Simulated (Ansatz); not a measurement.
GdBPd₃, first-principles data

GdBPd3:
```
CELL_PARAMETERS angstrom
      4.30966     0.00000     0.00000
      0.00000     4.30966     0.00000
      0.00000     0.00000     4.30966
ATOMIC_POSITIONS crystal
  Gd 0.00000 0.00000 0.00000
  Pd 0.00000 0.50000 0.50000
  Pd 0.50000 0.00000 0.50000
  Pd 0.50000 0.50000 0.00000
  B  0.50000 0.50000 0.50000
```
The run is spin-polarised; directions of the spins, atom by atom: ↑ 0 0 0 0.

Space group Pm-3m (No. 221), cubic perovskite; conventional cell a = 4.3097 Å, b = 4.3097 Å, c = 4.3097 Å, α = 90.00°, β = 90.00°, γ = 90.00°.

Method: DFT-r²SCAN in the program Ansatz with PAW potentials. Geometry: relaxed at this level of theory. Other levels are named where they apply.

Cell and energy:

- Volume per atom = 16.01 Å³
- Density = 10.11 g/cm³
- Formation energy from the elements (no fitted shifts) = -592 meV/atom

Electronic structure:

Electronic character: metallic (no gap)
Density of states at the Fermi level: 0.57 states/eV per atom (mean over ±0.08 eV)

Magnetism:

Magnetic order: ferromagnetic
Net moment: 1.44 μB per atom

Mechanics:

- Bulk modulus (Birch–Murnaghan fit): 150 GPa
- Pressure derivative B′: 4.7

Charges:

- Bader charges = Gd +1.74, Pd -0.57, B -0.04 e

The workflow started from an entry of the Crystallography Open Database (COD). Whether it is the stable phase at ambient conditions was not checked. Symmetry was held in the r²SCAN relaxation; whether a distortion lowers the energy is not shown. The final state is ferromagnetic, the only order run, not a proven ground state. The 4f shell is in the valence, and the state reached may lie above the lowest one. Other orbital occupations within this spin state were not tried. No Hubbard U is applied. The references are the lowest solids computed at this level, not always the standard phases. Scalar-relativistic: spin–orbit coupling is off unless named, which matters more the heavier the elements.

Potentials: the later of the program's two PAW sets.
